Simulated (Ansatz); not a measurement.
An Ansatz (a program for electronic structure) input:

Ansatz 0.2 input:
```yaml
crystal:
  lattice:
    - [4.8089709973, 0.0, 0.0]
    - [0.0, 4.8089709973, 0.0]
    - [0.0, 0.0, 4.8089709973]
  atoms:
    - { symbol: C, position: [0.0, 0.0, 0.0] }
    - { symbol: C, position: [0.5, 0.5, 0.5] }
    - { symbol: C, position: [0.1779812074, 0.1779812074, 0.1779812074] }
    - { symbol: C, position: [0.3220187926, 0.3220187926, 0.3220187926] }
    - { symbol: C, position: [0.1779812074, 0.8220187926, 0.8220187926] }
    - { symbol: C, position: [0.3220187926, 0.6779812074, 0.6779812074] }
    - { symbol: C, position: [0.8220187926, 0.1779812074, 0.8220187926] }
    - { symbol: C, position: [0.6779812074, 0.3220187926, 0.6779812074] }
    - { symbol: C, position: [0.8220187926, 0.8220187926, 0.1779812074] }
    - { symbol: C, position: [0.6779812074, 0.6779812074, 0.3220187926] }
kpoints:
  mp_grid: { grid: [5, 5, 5] }
hamiltonian:
  xc: r2scan
  pseudopotentials: { kind: paw }
scf:
  occupations: { method: fixed }
output:
  optics: { e_range: [0.0, 15.0], de: 0.05, sigma: 0.1, bands: { spectra_wanted_up_to: 12 eV } }
```

Problem. How many symmetry operations and irreducible k-points will the run report?

Solution. 48 operations, 10 of 125 k-points.

Problem. With a cutoff of 500 eV, how many plane waves at Γ?

Solution. 2801.

It took roughly 60 core-seconds on shared server cores.

Space group Pn-3m. The start of the workflow was typed in or built on a structure type; neither database checked (COD, Materials Project) lists it. It is not the phase usual at ambient conditions (space group No. 194, 227). The cell was relaxed with r²SCAN under the symmetry of its start; its stability against distortions is not shown here.

Potentials: the later of the program's two PAW sets.

Ansatz is a plane-wave DFT program.
